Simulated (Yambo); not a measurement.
Yambo run on KZnF₃ (cubic perovskite, space group Pm-3m, No. 221). The wavefunctions are norm-conserving PBEsol (Quantum ESPRESSO, 84 Ry, scalar-relativistic) ones on a 4×4×4 mesh (25 occupied bands); a = 4.0474 Å, b = 4.0474 Å, c = 4.0474 Å, α = 90.00°, β = 90.00°, γ = 90.00°.

Yambo input:

```
rim_cut
gw0
dyson
el_el_corr
HF_and_locXC
ppa
em1d
RandQpts= 1000000
RandGvec= 1 Ry
EXXRLvcs= 84 Ry
VXCRLvcs= 336 Ry
Chimod= "HARTREE"
% BndsRnXp
 5 | 134 |
%
NGsBlkXp= 8 Ry
% LongDrXp
 1.0 | 1.0 | 1.0 |
%
PPAPntXp= 27.2114 eV
% GbndRnge
 1 | 134 |
%
GTermKind= "none"
DysSolver= "n"
ExtendOut
% QPkrange
 1 | 1 | 25 | 26 |
 10 | 10 | 25 | 25 |
%
```

k points by index: 1 = Γ, 10 = R.

The o-*.qp file then holds:

```
#    K-point    Band    Eo [eV]    E [eV]    E-Eo [eV]    Vxc [eV]    Vnlxc [eV]    Sc|Eo [eV]    Sc|E [eV]    dSc/dw|Eo [eV]    Re(Z)    Im(Z)
#
    1    25    -1.737632    -3.744044    -2.006412    -22.35731    -30.13022    5.280541    5.766498    -6.590384    0.805028    -0.711730E-3
    1    26    3.840705    5.290956    1.450251    -13.35076    -8.450556    -3.240402    -3.449953    -3.931686    0.873754    -0.681181E-3
    10    25    0.000000    -2.040357    -2.040357    -29.10769    -36.87148    5.282471    5.723430    -5.880563    0.822295    -0.965589E-3
```
(The two width columns are left out.) Convergence of these settings isn't established.

Geometry of the Materials Project entry, not relaxed at this level.
